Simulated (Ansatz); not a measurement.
The start is a relaxed Hf cell displaced along its unstable phonon at q = (½, 0, 0) of its primitive reciprocal cell (89i cm⁻¹), largest move 0.15 Å. A full variable-cell relaxation at zero pressure is run with PBEsol (plane waves to 420 eV, PAW, scalar-relativistic; Ansatz, a program for electronic structure). First-step values are on the input's coarse k-mesh.

Ansatz input (later rounds restart from its end on a renewed k-mesh):
Ansatz 0.2 input:
```yaml
crystal:
  lattice:
    - [-3.4900528364, 3.4900528364, 3.4900528364]
    - [1.7450264182, -1.7450264182, 1.7450264182]
    - [1.7450264182, 1.7450264182, -1.7450264182]
  atoms:
    - { symbol: Hf, position: [0, -0.0303909488, 0.0303909488] }
    - { symbol: Hf, position: [0.5, 0.0303909488, -0.0303909488] }
basis: { ecutwfc: 420, ecutrho_ratio: 4, xc_grid: 2, fft_grid_basis: typed }
kpoints: { mp_grid: { grid: [13, 13, 13] } }
hamiltonian:
  xc: pbesol
  dispersion: none
  pseudopotentials: { azcp: { folder: ./paw }, kind: paw }
scf: { occupations: { method: fermi_dirac, width: 0.05 } }
relax: { f_tol: 0.01, max_steps: 100, cell: { stress_tol: 0.02 } }
output: { forces: true, stress: true }
```

### Question
What is the largest force in the starting geometry, and on which atom (counted from 1)?

### Answer
0.40 eV/Å, on Hf1, Hf2 (atoms numbered as listed).

### Question
How much energy is released per atom?

### Answer
0.12 eV/atom.

### Question
How does the volume per atom move from start to end?

### Answer
+1.7 %, from 21.26 to 21.61 Å³/atom.

### Question
Does it find its way back to the structure it was made from?

### Answer
It does not go back: it reaches P6₃/mmc (No. 194), hcp (Mg type), 0.17 eV/atom below the parent.

### Question
What band gap does the relaxed structure have at this level?

### Answer
Zero (metallic).

### Question
Write out the relaxed structure.

### Answer

Space group P6₃/mmc (No. 194); a = 3.1591 Å, b = 3.1591 Å, c = 4.9999 Å, α = 90.00°, β = 90.00°, γ = 120.00°

```csv
atom,site,symmetry,x,y,z
Hf,2d,-6m2,0.6667,0.3333,0.2500
```

Final values are on a 17×17×9 k-mesh of the relaxed cell. No spin polarisation in the result.

The run could not lose the symmetry of its start.

Of the parent cell (Im-3m (No. 229)): This is a known allotrope of Hf, reached from a generated start. Known forms of Hf include space group No. 194.
